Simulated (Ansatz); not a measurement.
# Squeezing Pd (diamond type)

```yaml
crystal:
  lattice:
    - [0.00000, 2.84270, 2.84270]
    - [2.84270, 0.00000, 2.84270]
    - [2.84270, 2.84270, 0.00000]
  atoms:
    - { symbol: Pd, position: [0.87500, 0.87500, 0.87500] }
    - { symbol: Pd, position: [0.12500, 0.12500, 0.12500] }
```

The cell comes from a relaxation on PAW files under the same functional, begun from a prototype that needn't be the stable phase.

Its volume is scaled at fixed shape and fractional positions.

Level of theory: DFT with PBEsol, scalar-relativistic, in Ansatz 0.2.0; a Γ-centred 12×12×12 k mesh, Fermi–Dirac smearing of 0.05 eV, no spin polarisation. LAPW: all electrons, basis error target 1 meV/atom; PAW: frozen-core files, cutoff 420 eV; crystal datasets: all electrons, by PAW datasets that the program makes for each cell; norm-conserving: pseudopotentials, cutoff 1116 eV.

Energies are extrapolated to zero smearing and count from the unscaled cell; pressure is positive in compression; gaps take the mesh and a band path. No temperature or zero-point motion is included.

The PAW files were made under PBE. The structure type is held throughout; the real material can change phase at far lower pressure.

```tsv
V/V0	V (Å³/atom)	P LAPW (GPa)	ΔE LAPW (eV/atom)	P PAW − LAPW (GPa)	ΔE PAW − LAPW (meV/atom)
1.00	22.97	0.00	0.000	-0.01	0.0
0.90	20.67	11.79	0.074	-0.05	-0.3
0.80	18.38	33.8	0.382	-0.09	-1.3
0.70	16.08	?	?	?	?
0.60	13.78	162.6	2.779	0.04	-3.3
0.50	11.49	344.1	6.241	0.35	-0.5
0.40	9.19	767.1	13.752	-2.21	-3.6
```

**Question.** Fit the Vinet equation to the LAPW pressures shown (residuals weighted by 1/(|P| + 0.03·Pmax)), and predict the pressure of the withheld row.

**Answer.** The fit gives V0 = 22.99 Å³/atom, B0 = 80.9 GPa and B0′ = 5.73. At 16.08 Å³/atom, x = (V/V0)^(1/3) = 0.8876, and P = 3·B0·(1 − x)/x²·exp[1.5·(B0′ − 1)·(1 − x)] = 76.8 GPa. The run itself gave 76.7 GPa (+0.1 % off) and ΔE = 1.138 eV/atom.

**Question.** From the table, what is the rise of the enthalpy H = E + pV up to the last row, and how stiff is the crystal between the last two rows?

**Answer.** ΔH = 13.752 eV + (767.1 GPa × 9.19 Å³ − 0.00 GPa × 22.97 Å³) × 0.006242 eV/(GPa·Å³) = 57.75 eV/atom, of which pV makes 76 %. The mean bulk modulus there is −ΔP/Δln V = 1900 GPa.

**Question.** At the smallest volume, how far do crystal datasets and norm-conserving lie from LAPW in pressure?

**Answer.** crystal datasets: +0.01 GPa; norm-conserving: +16.96 GPa, on a LAPW pressure of 767.1 GPa.
